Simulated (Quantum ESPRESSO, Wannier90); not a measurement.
# Wannier functions of KCl (rock salt)

Materials Project entry mp-23193; symmetrised, unrelaxed at this level. COD (Crystallography Open Database) has the formula in 2 space groups, this one among them (matched by group alone). Method: PBEsol plane waves in Quantum ESPRESSO 7.5 (PseudoDojo norm-conserving files, 60 Ry, no spin polarisation, no spin-orbit coupling), Bloch states on a 8×8×8 mesh through Γ, Wannier90 4.0.1. Density: 8×8×8 mesh, cold smearing 0.01 Ry.

```
begin unit_cell_cart
ang
    0.0000000000    3.1418700000    3.1418700000
    3.1418700000    0.0000000000    3.1418700000
    3.1418700000    3.1418700000    0.0000000000
end unit_cell_cart
mp_grid = 8 8 8
```

Neighbour vectors b of the finite-difference formula (Å⁻¹), by shell:

```json
[
 {"shell": "1", "b_x": "0.12499", "b_y": "0.12499", "b_z": "-0.12499"},
 {"shell": "1", "b_x": "0.12499", "b_y": "-0.12499", "b_z": "0.12499"},
 {"shell": "1", "b_x": "-0.12499", "b_y": "0.12499", "b_z": "0.12499"},
 {"shell": "1", "b_x": "0.12499", "b_y": "0.12499", "b_z": "0.12499"},
 {"shell": "1", "b_x": "-0.12499", "b_y": "-0.12499", "b_z": "0.12499"},
 {"shell": "1", "b_x": "-0.12499", "b_y": "0.12499", "b_z": "-0.12499"},
 {"shell": "1", "b_x": "0.12499", "b_y": "-0.12499", "b_z": "-0.12499"},
 {"shell": "1", "b_x": "-0.12499", "b_y": "-0.12499", "b_z": "-0.12499"}
]
```

Q: Find the weights w_b from the completeness condition Σ_b w_b b_α b_β = δ_αβ.

A: Shell 1: Σ b_x² = 0.125, Σ b_y² = 0.125, Σ b_z² = 0.125 Å⁻²
Each of the three diagonal sums, weighted, has to give 1 and the off-diagonal ones 0, which holds for w_1 = 8.00 Å². Check on xx: 8.00×0.125 = 1.00.

On this mesh the 4 functions of bands 2,6-8 (valence bands; start: SCDM (isolated), conv_tol = 1.0e-6) end with spreads 1.3735, 1.3735, 1.3735, 1.3750 Å², Ω_I = 4.8635 Å² and Ω_D = 0.0002 Å².

Ω_total is the sum of the spreads, 5.495 Å². Ω_OD = Ω_total − Ω_I − Ω_D = 0.632 Å². Only (Ω_D + Ω_OD)/Ω_total = 11.5 % depends on the gauge, and another start could lower the total by that share at most. The rms radius is √(Ω_total/4) = 1.17 Å.
